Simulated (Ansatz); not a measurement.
Nb2GeB2 in space group P-6m2 (No. 187; Nb on 2h, Ge on 1a, B on 1b, B on 1f) under volume change, DFT-r²SCAN in the program Ansatz with PAW potentials, shape and atoms relaxed at each volume.

| V (Å³/atom) | E − E(relaxed) (meV/atom) | P (GPa) |
|---|---|---|
| 11.254 | 81.9 | 25.59 |
| 11.625 | 34.4 | 15.69 |
| 11.996 | 8.2 | 7.23 |
| 12.367 | 0.0 | 0.00 |
| 12.738 | 7.3 | -6.17 |
| 13.109 | 27.9 | -11.43 |
| 13.480 | 59.6 | -15.83 |

### Question
What does a third-order Birch–Murnaghan fit give for V₀, B₀ and B′?

### Answer
V₀ = 12.37 Å³/atom, B₀ = 222 GPa, B′ = 4.3.

The start of the workflow was typed in or built on a structure type; neither database checked (COD, Materials Project) lists it. Its standing as an ambient phase is unchecked. Symmetry was held in the r²SCAN relaxation; its stability against distortions is not shown here. The run is not spin-polarised.

Potentials: the earlier of the program's two PAW sets. The files were generated under PBE; for other functionals the program regenerates the frozen cores, and for LDA and PBEsol the local potential too.
